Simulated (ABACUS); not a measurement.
A self-consistent single point of P (C2/m, 2 atoms in the cell; from Materials Project mp-7245, changed as shown).

```
CELL_PARAMETERS angstrom
     -1.67223     2.48649     1.83775
      1.67223    -2.48649     1.83775
      1.67223     2.48649    -1.83775
ATOMIC_POSITIONS crystal
  P  0.81135 0.05331 0.75804
  P  0.19669 0.94669 0.25000
```

Method: PBEsol, PseudoDojo 0.4 standard norm-conserving PBEsol (tails mended) pseudopotentials (plane waves; ABACUS 3.10.1).

ABACUS settings:

| setting | value |
|---|---|
| KPT | Gamma 16 16 16 0 0 0 |
| basis_type | pw |
| dft_functional | PBESOL |
| ecutwfc | 44 Ry |
| smearing_method | fd |
| smearing_sigma | 0.00734986 Ry |
| potentials | PseudoDojo 0.4 standard norm-conserving PBEsol (tails mended) |
| symmetry | 1 |
| symmetry_prec | 1e-05 |
| ks_solver | dav |
| scf_nmax | 100 |
| scf_thr | 1.0e-09 Ry |
| mixing_type | broyden |

Results:

* **Number of valence electrons**: 10
* **Number of bands**: 15
* **Number of k-points after the program's reduction**: 1098
* **Number of plane waves (most at a k-point)**: 1037
* **Number of SCF iterations**: 6
* **FFT grid**: 30 × 30 × 30
* **Free energy E − TS**: -376.7000 eV
* **Fermi level (on the code's own zero)**: 10.68 eV
* **Pressure**: 2.83 GPa
* **Largest force (vector length)**: 0.696 eV/Å

Forces (eV/Å):
| atom | Fx | Fy | Fz |
|---|---|---|---|
| P1 | 0.000 | -0.049 | -0.695 |
| P2 | 0.000 | 0.049 | 0.695 |

Stress (GPa, positive for compression):
```
4.74  0.00  0.00
0.00  1.25  0.64
0.00  0.64  2.50
```

For comparison: a first run was changed to give this one (atom 1 moved by +0.04 angstrom along y), and from it to this one the free energy hardly moves (within 1 meV/atom), the pressure hardly changes (2.80 to 2.83 GPa) and the largest force goes from 0.681 to 0.696 eV/Å.

The structure comes from a collection of computed structures, made at another level of theory; the collection holds predicted forms beside known ones. Its lattice was then scaled.

Cost on one core: around 7 core-minutes (rough).

“Tails mended”: in these copies of the files the far tail of each local potential was reset to the Coulomb form.
